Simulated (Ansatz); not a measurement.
SnGe3 in space group I4/mmm (No. 139; Sn on 2a, Ge on 4d, Ge on 2b) under volume change, plane-wave PAW LDA (Ansatz code), shape and atoms relaxed at each volume.

```tsv
V (Å³/atom)	E − E(relaxed) (meV/atom)	P (GPa)
18.253	43.5	8.44
18.855	18.2	5.12
19.457	4.3	2.35
20.059	0.0	0.00
20.660	3.8	-1.98
21.262	14.5	-3.65
21.864	30.7	-5.02
```

What does a third-order Birch–Murnaghan fit give for V₀, B₀ and B′?

V₀ = 20.06 Å³/atom, B₀ = 71.6 GPa, B′ = 4.8.

The first step of the workflow began from a Materials Project structure, measured or hypothetical; the Crystallography Open Database copy checked does not list it. Whether it is the stable phase at ambient conditions was not checked. The LDA relaxation kept the symmetry of its start; phonons show weakly imaginary modes. Its formation energy is positive at this level, so the cell may be metastable or incomplete. Spin–orbit coupling is left out wherever it is not named.

Potentials: the later of the program's two PAW sets.
